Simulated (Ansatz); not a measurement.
Given:

LuAlN2:
```yaml
crystal:
  lattice:
    - [3.42499, 0.00000, 0.00000]
    - [-1.71249, 2.96613, 0.00000]
    - [0.00000, 0.00000, 5.41601]
  atoms:
    - { symbol: Lu, position: [0.33333, 0.66667, 0.99468] }
    - { symbol: N, position: [0.33333, 0.66667, 0.41341] }
    - { symbol: Al, position: [0.66667, 0.33333, 0.50786] }
    - { symbol: N, position: [0.66667, 0.33333, 0.85405] }
```

This is the PBE-relaxed structure.

Task: All from DFT-PBE in the program Ansatz with PAW potentials, unless another level is named. Give the hole effective mass.

Result: 1.7, 1.7, 3.1 mₑ (principal values).

Task: Predict the band gap.

Result: 2.03 eV (indirect).

Task: Next, the smallest direct gap on the standard path?

Result: 2.70 eV.

Space group P3m1. The start of the workflow was typed in or built on a structure type; neither database checked (COD, Materials Project) lists it. Its standing as an ambient phase is unchecked. The cell was relaxed with PBE under the symmetry of its start; whether a distortion lowers the energy is not shown. Scalar-relativistic: spin–orbit coupling is off unless named, which matters more the heavier the elements.

Potentials: the earlier of the program's two PAW sets.
